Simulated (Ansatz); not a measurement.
Data:

SnC:
```
CELL_PARAMETERS angstrom
      3.59124     0.00000     0.00000
     -1.79562     3.11010     0.00000
      0.00000     0.00000     5.87931
ATOMIC_POSITIONS crystal
  Sn 0.33333 0.66667 0.00031
  C  0.66667 0.33333 0.12469
  Sn 0.66667 0.33333 0.50031
  C  0.33333 0.66667 0.62469
```

This is the PBE-relaxed structure. Tensor components refer to the Cartesian frame of this cell.

### Question
All from PBE in the plane-wave PAW code Ansatz, unless another level is named. Give the electron effective mass.

### Answer
0.073, 0.086, 0.086 mₑ (principal values).

### Question
Give the gap with spin–orbit coupling.

### Answer
0.79 eV.

### Question
What about the hole effective mass, band 1 of 2 at the edge?

### Answer
1.2 along z (mₑ).

### Question
Give the hole effective mass with spin–orbit coupling.

### Answer
0.16, 0.16, 1.3 mₑ (principal values).

Space group P6_3mc (wurtzite). The start of the workflow was typed in or built on a structure type; neither database checked (COD, Materials Project) lists it. Whether it is the stable phase at ambient conditions was not checked. The cell was relaxed with PBE under the symmetry of its start; whether a distortion lowers the energy is not shown. Its formation energy is positive at this level, so the cell may be metastable or incomplete. Scalar-relativistic: spin–orbit coupling is off unless named, which matters more the heavier the elements.

Potentials: the later of the program's two PAW sets.
